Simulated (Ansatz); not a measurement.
Hf$_{3}$Si:
```
Hf3Si
1.0
    0.00000     3.38360     3.38360
    3.38360     0.00000     3.38360
    3.38360     3.38360     0.00000
Si Hf
1 3
Direct
  0.00000   0.00000   0.00000
  0.50000   0.50000   0.50000
  0.25000   0.25000   0.25000
  0.75000   0.75000   0.75000
```

Relaxed with HSE06. Special points in fractions of this cell's reciprocal vectors: Γ (0.000, 0.000, 0.000); X (0.500, 0.000, 0.500); U (0.625, 0.250, 0.625); K (0.375, 0.375, 0.750); L (0.500, 0.500, 0.500); W (0.500, 0.250, 0.750).

**Question.** List the band energies nearest the Fermi level at these points for HSE06 in the plane-wave PAW code Ansatz.

**Answer.** In eV from the Fermi level; about four levels below and three above (degenerate sets whole), none deeper than 8.9 eV; points with the same levels are listed once.

```
k                          below           above
-  -----------------------------  --------------
Γ        -0.32 -0.19 -0.19 -0.19  3.99 3.99 3.99
X  -2.47 -2.47 -0.60 -0.21 -0.21  1.54 2.22 2.22
U        -3.09 -3.05 -1.20 -0.92  0.26 0.61 0.99
L  -0.75 -0.75 -0.27 -0.27 -0.11  1.63 1.63 4.08
W        -3.72 -2.59 -1.01 -1.01  0.10 1.03 1.03
```

Space group Fm-3m. A made-up cell: these elements were put on the sites of a structure type; neither database checked (COD, Materials Project) lists it. Whether it is the stable phase at ambient conditions was not checked. The cell was relaxed with HSE06 under the symmetry of its start; its stability against distortions is not shown here. The run is not spin-polarised. The hybrid run found no gap, on a coarse k-mesh. Spin–orbit coupling is left out wherever it is not named.

Potentials: the later of the program's two PAW sets.
